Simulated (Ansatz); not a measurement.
The end point of a relaxation of CdS. All values below come from PBEsol (plane waves to 420 eV, PAW, scalar-relativistic; Ansatz, a quantum-chemistry and plane-wave program).

```
CELL_PARAMETERS angstrom
      4.12065     0.00000     0.00000
     -2.06033     3.56859     0.00000
      0.00000     0.00000    13.43749
ATOMIC_POSITIONS crystal
  Cd 0.00000 0.00000 0.00040
  Cd 0.00000 0.00000 0.50040
  Cd 0.66667 0.33333 0.75021
  Cd 0.33333 0.66667 0.25021
  S  0.00000 0.00000 0.81259
  S  0.00000 0.00000 0.31259
  S  0.66667 0.33333 0.56243
  S  0.33333 0.66667 0.06243
```

Determine the symmetry and give the standard cell with its independent sites.

Space group P6₃mc (No. 186); a = 4.1207 Å, b = 4.1207 Å, c = 13.4375 Å, α = 90.00°, β = 90.00°, γ = 120.00°

```tsv
atom	site	symmetry	x	y	z
Cd	2a	3m.	0.0000	0.0000	0.0004
Cd	2b	3m.	0.3333	0.6667	0.2502
S	2a	3m.	0.0000	0.0000	0.3126
S	2b	3m.	0.3333	0.6667	0.0624
```

This is the AFLOW prototype AB_hP8_186_ab_ab (B5, as in SiC).

Give the shortest distances between elements (the closest pairs, up to four, under 3.6 Å).

Cd–S 2.52 Å.

```json
{
  "volume_per_atom": "24.70 Å³",
  "band_gap": "1.05 eV, direct at Γ (no spin-orbit coupling)"
}
```

No spin polarisation in the result.

The run could not lose the symmetry of its start; a randomly shaken copy of 8 atoms returns to this structure.

The first start was generated by placing the elements on the sites of a structure type. A measured structure of CdS has the same space group, P6₃mc (No. 186); the sites were not compared with it.
